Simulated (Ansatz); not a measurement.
BN (h-BN type, space group P6_3/mmc)

```
CELL_PARAMETERS angstrom
      2.50046     0.00000     0.00000
     -1.25023     2.16546     0.00000
      0.00000     0.00000     6.41170
ATOMIC_POSITIONS crystal
  B  0.33333 0.66667 0.25000
  B  0.66667 0.33333 0.75000
  N  0.33333 0.66667 0.75000
  N  0.66667 0.33333 0.25000
```

In each cell atom 4 (N, nearest neighbour B at 1.444 Å; its periodic images, 2.5 Å or more away, move with it) moves by s·(-0.866, 0.500, 0.000) (towards the nearest neighbour), the rest being held.

All values below come from PBEsol-D3(BJ) (plane waves to 420 eV, PAW, scalar-relativistic; Ansatz, a program for electronic structure). k mesh 12×12×4 (Γ-centred), Fermi-Dirac smearing 0.05 eV. E stands for the smeared free energy. BN was relaxed with its symmetry unable to fall. The zero of ΔE is the undisplaced structure.

```json
[
 {"s (Å)": "-0.140", "ΔE (meV/cell)": "354"},
 {"s (Å)": "-0.112", "ΔE (meV/cell)": "234"},
 {"s (Å)": "-0.084", "ΔE (meV/cell)": "136"},
 {"s (Å)": "-0.056", "ΔE (meV/cell)": "62"},
 {"s (Å)": "-0.028", "ΔE (meV/cell)": "16"},
 {"s (Å)": "0.000", "ΔE (meV/cell)": "0"},
 {"s (Å)": "0.028", "ΔE (meV/cell)": "17"},
 {"s (Å)": "0.056", "ΔE (meV/cell)": "withheld"},
 {"s (Å)": "0.084", "ΔE (meV/cell)": "163"},
 {"s (Å)": "0.112", "ΔE (meV/cell)": "298"},
 {"s (Å)": "0.140", "ΔE (meV/cell)": "480"}
]
```

### Question
Fit a polynomial form (powers 2, 3, 4) to the given rows and predict ΔE at s = 0.056.

### Answer
Least squares on the 10 given rows: ΔE = (21100)·s² + (22920)·s³ + (8810)·s⁴, in meV/cell with s in Å; root-mean-square residual 0.2 meV/cell. At 0.056 the fit gives 70 meV/cell; the calculation gives 70 meV/cell, the same to the digits shown. The quadratic term alone would give 66 meV/cell.

(A displaced cell: forces are minus the slopes of the energy, force constants its curvatures, and phonons follow from these.)
